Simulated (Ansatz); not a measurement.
Level of theory: DFT PBE, scalar-relativistic, plane waves, PAW in Ansatz 0.2.0. Settings: cutoff 420 eV, Γ-centred meshes spaced at most about 0.3 Å⁻¹, and about 0.25 Å⁻¹ or finer for metals (2π included), Gaussian smearing. No spin polarisation in the final relaxations.

Each of these unrelaxed guesses is relaxed in cell and atoms within its symmetry. A guess keeps its type if space group and coordination stay and the shape of the cell changes little (axis ratios within about 15 %, angles within 6°); the volume may change.

1. CaYC4N4

```cif
data_structure
_symmetry_space_group_name_H-M 'P-43m'
_symmetry_Int_Tables_number 215
_cell_length_a 6.3347
_cell_length_b 6.3347
_cell_length_c 6.3347
_cell_angle_alpha 90.000
_cell_angle_beta 90.000
_cell_angle_gamma 90.000
_cell_volume 254.20
loop_
_atom_site_label
_atom_site_type_symbol
_atom_site_symmetry_multiplicity
_atom_site_Wyckoff_symbol
_atom_site_fract_x
_atom_site_fract_y
_atom_site_fract_z
_atom_site_occupancy
Ca1 Ca 1 b 0.50000 0.50000 0.50000 1
Y1 Y 1 a 0.00000 0.00000 0.00000 1
C1 C 4 e 0.19194 0.19194 0.19194 1
N1 N 4 e 0.29858 0.29858 0.29858 1
```

2. CaH5

```cif
data_structure
_symmetry_space_group_name_H-M 'C2'
_symmetry_Int_Tables_number 5
_cell_length_a 6.3233
_cell_length_b 5.9928
_cell_length_c 4.2410
_cell_angle_alpha 90.000
_cell_angle_beta 104.498
_cell_angle_gamma 90.000
_cell_volume 155.60
loop_
_atom_site_label
_atom_site_type_symbol
_atom_site_symmetry_multiplicity
_atom_site_Wyckoff_symbol
_atom_site_fract_x
_atom_site_fract_y
_atom_site_fract_z
_atom_site_occupancy
Ca1 Ca 2 a 0.00000 0.26775 0.00000 1
H1 H 4 c 0.38929 0.58263 0.35229 1
H2 H 4 c 0.05198 0.85414 0.34565 1
H3 H 2 a 0.00000 0.94602 0.00000 1
```

Question: Which keep their type?

Answer: Guess 1 keeps its type.

| guess | kept | start group | end group | V start (Å³/atom) | V end | b/a and c/a, end over start | nearest neighbours start | nearest neighbours end |
| --- | --- | --- | --- | --- | --- | --- | --- | --- |
| 1 | yes | P-43m | P-43m | 25.4 | 32.1 | 1.00, 1.00 | C 1, Ca 4, N 1, Y 4 | C 1, Ca 4, N 1, Y 4 |
| 2 | no | C2 | Imm2 | 13.0 | 9.1 | - | Ca 3, H 2/3 | Ca 7, H 2/7 |

Neighbours count within 15 % of an atom's shortest distance; end groups are read at 0.02 Å (0.05 Å in metals).

No dispersion correction is applied, so the spacing and binding between layers, chains or molecules are poorly described (CaH5 Imm2). A magnetic state wasn't ruled out in cells without spin, among them CaYC4N4 P-43m, CaH5 Imm2. Cells relaxed within their symmetry can be saddle points.

In counts of neighbours, a slash parts the counts of unlike sites.
